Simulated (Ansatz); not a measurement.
**C: enthalpy under pressure, worked through**

Level of theory: Ansatz 0.2.0, DFT r2SCAN, scalar-relativistic, plane waves, PAW. (500 eV cutoff, 18×18×6 k-mesh, Gaussian smearing of 0.10 eV, no spin polarisation)

Reference structure (relaxed):

```
C
1.0
     2.45581    0.00000    0.00000
    -1.22790    2.12679    0.00000
     0.00000    0.00000    7.03642
C
4
Direct
  0.00000 0.00000 0.25000
  0.00000 0.00000 0.75000
  0.33333 0.66667 0.25000
  0.66667 0.33333 0.75000
```

Cell and atoms were relaxed at each target pressure within the start's symmetry (P6_3/mmc), at zero temperature; other phases can be more stable under pressure. H = E + PV with P the target; E is the free energy at the smearing used, whose derivative the pressure is, per atom and counted from zero pressure. The mesh named is that at zero pressure; some other pressures ran on another.

| P (GPa) | V (Å³/atom) | E − E0 (meV) | H − H0 (meV) |
| --- | --- | --- | --- |
| 0 | 9.188 | 0.0 | 0.0 |
| 2 | 8.638 | 3.1 | 110.9 |
| 5 | 8.189 | 12.5 | 268.1 |
| 10 | 7.732 | 33.1 | 515.7 |
| 20 | 7.176 | 83.6 | 979.4 |
| 40 | 6.529 | 201.0 | 1831.1 |

Thermodynamics gives dH/dP = V along a relaxed path. Integrate V over P by the trapezoid rule and compare with the computed enthalpies.

With 1 eV/Å³ = 160.22 GPa, each step adds the mean volume times ΔP / 160.22:
```csv
P (GPa),∫V dP (meV),H − H0 (meV),difference (meV)
2,111.3,110.9,0.4
5,268.8,268.1,0.7
10,517.2,515.7,1.5
20,982.5,979.4,3.0
40,1837.9,1831.1,6.8
```

V(P) curves upward, so the trapezoid rule runs high; integrating a smooth curve through the same points puts that excess at about 6.6 meV at 40 GPa, against the 6.8 meV found.

At 40 GPa, how much of the enthalpy change is stored energy and how much is the PV term?

E rises by 201 meV/atom and PV is 40 × 6.529 / 160.22 = 1630 meV/atom, so PV makes 89 % of ΔH. So between rival structures at high pressure a small difference in volume can outweigh the difference in energy: 1 % of this volume is worth 16.3 meV/atom at this pressure.

What bulk modulus do the lowest pressures give, and how is the compression shared among the axes?

From the pressures that the runs reached, 0.04 GPa (9.188 Å³) and 2.03 GPa (8.638 Å³), B = −ΔP/Δln V = 1.99 / 0.0617 = 32 GPa, a mean over that range. The linear compressibilities −Δln(length)/ΔP are 0.85 along a, 0.85 along b, 29.32 along c (in TPa⁻¹). With fixed angles they add up to 1/B: 31.03 against 31.03. Softest: c, at 94 % of the volume change per axis.